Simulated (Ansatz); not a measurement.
GaP:
Space group Pm-3m (No. 221); a = b = c = 3.2169 Å, α = β = γ = 90.00°

```tsv
atom	site	symmetry	x	y	z
Ga	1a	m-3m	0.0000	0.0000	0.0000
P	1b	m-3m	0.5000	0.5000	0.5000
```

This is the PBE-relaxed structure.

Question: All from DFT-PBE in the program Ansatz with PAW potentials, unless another level is named. Predict the electronic character.

Answer: metallic (no gap).

Question: And the density of states at the Fermi level?

Answer: 0.51 states/eV per atom (mean over ±0.08 eV).

Question: Next, the formation energy from the elements (no fitted shifts)?

Answer: 0.32 eV/atom.

A made-up cell: these elements were put on the sites of a structure type; neither database checked (COD, Materials Project) lists it. It is not the phase usual at ambient conditions (space group No. 216). Symmetry was held in the PBE relaxation; its stability against distortions is not shown here. The references are the lowest solids computed at this level, not always the standard phases. Spin–orbit coupling is left out wherever it is not named.

Potentials: the later of the program's two PAW sets.
